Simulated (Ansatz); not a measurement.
## Structure relaxation, TaAs

The start is a generated cell, TaAs placed in the AFLOW prototype AB_tP2_123_a_d (L1_0, as in CuAu). The structure is fully relaxed (lattice and positions, P = 0) with PBE (plane waves to 420 eV, PAW, scalar-relativistic; Ansatz, a program for electronic structure). First-step values are on the input's coarse k-mesh.

Ansatz input (later rounds restart from its end on a renewed k-mesh):
Ansatz 0.2 input:
```yaml
crystal:
  lattice:
    - [3.0580973, 0, 0]
    - [0, 3.0580973, 0]
    - [0, 0, 4.0082918]
  atoms:
    - { symbol: As, position: [0.5, 0.5, 0.5] }
    - { symbol: Ta, position: [0, 0, 0] }
basis: { ecutwfc: 420, ecutrho_ratio: 4, xc_grid: 2, fft_grid_basis: typed }
kpoints: { mp_grid: { grid: [8, 8, 6] } }
hamiltonian:
  xc: pbe
  dispersion: none
  pseudopotentials: { azcp: { folder: ./paw }, kind: paw }
scf: { occupations: { method: fermi_dirac, width: 0.05 } }
relax: { f_tol: 0.01, max_steps: 100, cell: { stress_tol: 0.02 } }
output: { forces: true, stress: true }
```

| Quantity | Result |
|---|---|
| Volume change | -11.4 %, from 18.74 to 16.61 Å³/atom |
| Band gap at the end | zero (metallic) |
| Optimiser moves | 12 |

The end point of the relaxation:

Space group Pm-3m (No. 221); a = 3.2145 Å, b = 3.2145 Å, c = 3.2145 Å, α = 90.00°, β = 90.00°, γ = 90.00°

| atom | site | symmetry | x | y | z |
|---|---|---|---|---|---|
| As | 1b | m-3m | 0.5000 | 0.5000 | 0.5000 |
| Ta | 1a | m-3m | 0.0000 | 0.0000 | 0.0000 |

Final values are on a 14×14×14 k-mesh of the relaxed cell. No spin polarisation in the result.

The run could not lose the symmetry of its start: the end is stationary, and may be a saddle point rather than a minimum.

All atoms sit on sites fixed by symmetry, so only the cell could relax.

The relaxed structure here is a generated cell of TaAs: the first start was made by placing the elements on the sites of a structure type, and the end was not matched to a known phase here, so it may be hypothetical. Known forms of TaAs include space group No. 109.
